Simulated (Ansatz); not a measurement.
One crystal and one scan (energy over volume and axial ratio) at two levels, PBE (plane waves to 420 eV, PAW, scalar-relativistic; Ansatz, a quantum-chemistry and plane-wave program) and r2SCAN (plane waves to 500 eV, PAW, scalar-relativistic; Ansatz), each from its own relaxed cell and on its own mesh. The cell shown is that of PBE.

CdTe (zinc blende)

```
CdTe
1.0
    0.00000     3.30930     3.30930
    3.30930     0.00000     3.30930
    3.30930     3.30930     0.00000
Te Cd
1 1
Direct
  0.75000   0.75000   0.75000
  0.00000   0.00000   0.00000
```

Grid over V/V₀ and (c/a)/(c/a)₀, subscript 0 meaning the relaxed cell; the conventional c axis lies along z; no internal relaxation.

Energies are smeared free energies. CdTe was relaxed with its symmetry unable to fall. Spin-orbit coupling is left out, though Te is heavy. The PAW data are Ansatz's earlier set. Percentages come from the unrounded values. Both scans cover V/V₀ from 0.920 to 1.080 and (c/a)/(c/a)₀ from 0.880 to 1.120.

Results of PBE:

```
Quantity                                                     Result
-----------------------------------------------------------  ------
Lattice constant a (Å)                                        6.619
Band gap of the relaxed cell, no spin-orbit coupling (eV)      0.58
Shear modulus C′ = (C11 − C12)/2 (fit, atoms clamped) (GPa)     8.2
```

Q: Estimate the r2SCAN values.

A: 
```csv
quantity,r2SCAN,PBE − r2SCAN
Lattice constant a (Å),6.558,+0.061 (+0.9 %)
"Band gap of the relaxed cell, no spin-orbit coupling (eV)",1.16,-0.58 (-50 %)
"Shear modulus C′ = (C11 − C12)/2 (fit, atoms clamped) (GPa)",8.4,-0.2 (-3 %)
```

PBE gives the higher value for: lattice constant a. PBE gives the lower value for: band gap of the relaxed cell, no spin-orbit coupling. Neither level is exact: the differences show how much the result hangs on the functional.

(Under strain, the slope of the energy per volume gives the stress and its curvature an elastic modulus.)
